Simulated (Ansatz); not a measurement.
Stability checks on a candidate for Sn₃Te

The structure comes from a generated guess, relaxed at this level; another structure or a mixture of phases may lie lower.

Theory: Ansatz 0.2.0, DFT PBE, scalar-relativistic, plane waves, PAW. Settings of the last relaxation (4-atom cell): 420 eV, 10×10×10 k points, Gaussian smearing of 0.10 eV, no spin polarisation.

```yaml
crystal:
  lattice:
    - [-3.12843, 3.12843, 3.12843]
    - [3.12843, -3.12843, 3.12843]
    - [3.12843, 3.12843, -3.12843]
  atoms:
    - { symbol: Sn, position: [0.00000, 0.50000, 0.50000] }
    - { symbol: Sn, position: [0.50000, 0.00000, 0.50000] }
    - { symbol: Sn, position: [0.50000, 0.50000, 0.00000] }
    - { symbol: Te, position: [0.00000, 0.00000, 0.00000] }
```

The zero of energy is the elements' standard structures at the same level; no fitted shifts are applied. The references include grey tin.

Problem. These tests were run: energy against the elements; phonons at Γ; elastic tensor. What do they show?

Solution.

```tsv
test	result
energy against the elements	−0.08 eV/atom
phonons at Γ	lowest optical mode 35 cm⁻¹
elastic tensor	least eigenvalue 13 GPa
```

It fails none of these tests outright. Other phases of the system weren't compared here, so this isn't yet thermodynamic stability. Phonons away from Γ weren't computed. Undecided within the accuracy: elastic tensor.

These runs have no spin–orbit coupling, which can matter for Te. The reference form of Te is held partly by dispersion forces, which this level lacks. The run for the phonons used a 10×10×10 k mesh and Fermi–Dirac smearing of 0.15 eV. The run for the elastic tensor used a 10×10×10 k mesh and Fermi–Dirac smearing of 0.15 eV.
